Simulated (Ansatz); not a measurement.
Tc:
```xyz
2
Lattice="2.7097 0.0000 0.0000 -1.3548 2.3466 0.0000 0.0000 0.0000 4.3318" Properties=species:S:1:pos:R:3 pbc="T T T"
Tc     0.0000     1.5644     3.2489
Tc     1.3548     0.7822     1.0830
```

Relaxed with LDA. Special points in fractions of this cell's reciprocal vectors: Γ (0.000, 0.000, 0.000); M (0.500, 0.000, 0.000); K (0.333, 0.333, 0.000); A (0.000, 0.000, 0.500); L (0.500, 0.000, 0.500); H (0.333, 0.333, 0.500).

Task: List the band energies nearest the Fermi level at these points for LDA (plane waves, PAW; program Ansatz).

Result: In eV from the Fermi level; about four levels below and three above (degenerate sets whole), none deeper than 8.9 eV; … stands for higher levels left out; points with the same levels are listed once.

```
k                    below                above
-  -----------------------  -------------------
Γ  -0.86 -0.86 -0.14 -0.14               1.88 …
M  -2.03 -1.14 -0.89 -0.47       3.13 3.59 3.60
K   -2.99 -1.95 -1.95 0.00       2.49 2.49 2.94
A  -1.78 -1.78 -1.78 -1.78                    …
L  -5.54 -5.54 -3.87 -3.87  0.15 0.15 1.56 1.56
H  -1.80 -1.80 -0.09 -0.09          2.78 2.78 …
```

Space group P6_3/mmc (hcp (Mg type)). The LDA relaxation kept the symmetry of its start. The run is not spin-polarised. Scalar-relativistic: spin–orbit coupling is off unless named, which matters more the heavier the elements.

Potentials: the later of the program's two PAW sets.
